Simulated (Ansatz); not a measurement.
Checking a converged run of Co

We look at Co: a measured crystal structure (space group P6_3/mmc), with 2 atoms per cell. Source: COD entry 9012950; it may be a high-temperature, high-pressure or metastable form.

Method: DFT, PBE, PAW, plane waves, scalar-relativistic (Ansatz development build ahead of 0.2.0).

```yaml
crystal:
  lattice:
    - [2.50539998, 0.0, 0.0]
    - [-1.25269999, 2.16974003, 0.0]
    - [0.0, 0.0, 4.0893]
  atoms:
    - { symbol: Co, position: [0.33333333, 0.66666667, 0.25], spin: 3.0 }
    - { symbol: Co, position: [0.66666667, 0.33333333, 0.75], spin: -3.0 }
magnetization:
  spin_polarized: true
hamiltonian:
  xc: pbe
  pseudopotentials: { kind: paw }
basis:
  ecutwfc: 420
kpoints:
  mp_grid: { grid: [13, 13, 7] }
scf:
  occupations: { method: fermi_dirac, width: 0.05 }
  lower_state_search: "off"
output:
  forces: true
  stress: true
```

It took 6.1 s on 2 threads of x86-64 server CPU, on a shared host, peak memory 0.39 GiB.

The end of the output:

```
SCF converged after 21 iterations
Magnetization: 0.0001 μB (17.0001 up, 16.9999 down)
Absolute magnetization: 2.3064 μB (∫|ρ↑−ρ↓|, with the PAW one-centre terms)
Spin contamination: 0.8443 ħ² per cell (⟨S²⟩ above its minimum at these occupations)
Per-site moments (μB) at R_I (Å): [(1.1259, 1.0331), (-1.1258, 1.0331)]
Free energy (F): -10251.836226 eV
Harris-Foulkes:  -10251.836226 eV  (|F-HF|=1.03e-9)
Internal energy: -10251.792892 eV  (E = F + TS)
E sigma→0 (E₀):  -10251.814559 eV
Entropy (-TS):   -0.043334 eV (-21.667 meV/atom)
Fermi energy:    18.182967 eV
--- Forces (eV/Å), atoms counted from 1 ---
  atom   1  Co     0.00000000     0.00000000     0.00000000
  atom   2  Co    -0.00000000     0.00000000    -0.00000000
--- Stress (GPa, compression-positive) ---
       -9.782949      -0.000000      -0.000000
       -0.000000      -9.782949      -0.000000
       -0.000000      -0.000000      -8.286704
  P = ⅓ Tr σ = -9.2842 GPa (-92.842 kbar)
```

Site moments are taken inside atomic spheres and don't add up to the total.

Would you trust this as the ground state? If a lower solution is known, describe it.

No. A state 234 meV/atom (0.469 eV per cell) lower exists in this cell: ferromagnetic, site moments Co1 1.70, Co2 1.70 μB, total 3.25 μB per cell, no gap on the k-mesh. It was reached from: parallel moments, default search for lower states [Co1 3.00, Co2 3.00 μB]; opposed moments +-, default search for lower states [Co1 3.00, Co2 -3.00 μB]. The wrong state matters: the pressure is -4.8 GPa there against -9.3 GPa here. Signs that this run gave and the runs to the lower state didn't: a negative reading of the dielectric operator (it may be a saddle point). “Lowest” means lowest among the runs made in this cell.
